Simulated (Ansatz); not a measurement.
One crystal and one scan (energy over volume and axial ratio) at two levels, PBE (plane waves to 420 eV, PAW, scalar-relativistic; Ansatz, a quantum-chemistry and plane-wave program) and r2SCAN (plane waves to 500 eV, PAW, scalar-relativistic; Ansatz), each from its own relaxed cell and on its own mesh. The cell shown is that of PBE.

GaAs (zinc blende)

```
CELL_PARAMETERS angstrom
      0.00000     2.87304     2.87304
      2.87304     0.00000     2.87304
      2.87304     2.87304     0.00000
ATOMIC_POSITIONS crystal
  As 0.75000 0.75000 0.75000
  Ga 0.00000 0.00000 0.00000
```

The relaxed cell is deformed in two ways at once: its volume V is scaled, and at that volume it is stretched along z (the c axis of the conventional cell) so that c/a changes. Fractional atomic positions are held.

The energy includes the smearing's −TS. GaAs was relaxed with its symmetry unable to fall. The PAW data are Ansatz's earlier set. Percentages come from the unrounded values. Both scans cover V/V₀ from 0.960 to 1.040 and (c/a)/(c/a)₀ from 0.880 to 1.120.

```tsv
quantity	PBE	r2SCAN	PBE − r2SCAN
Lattice constant a (Å)	5.746	5.666	+0.080 (+1.4 %)
Band gap of the relaxed cell, no spin-orbit coupling (eV)	0.16	0.97	-0.81 (-83 %)
Shear modulus C′ = (C11 − C12)/2 (fit, atoms clamped) (GPa)	29	34	-5 (-15 %)
```

PBE gives the higher value for: lattice constant a. PBE gives the lower value for: band gap of the relaxed cell, no spin-orbit coupling; shear modulus C′.

(Under strain, the slope of the energy per volume gives the stress and its curvature an elastic modulus.)
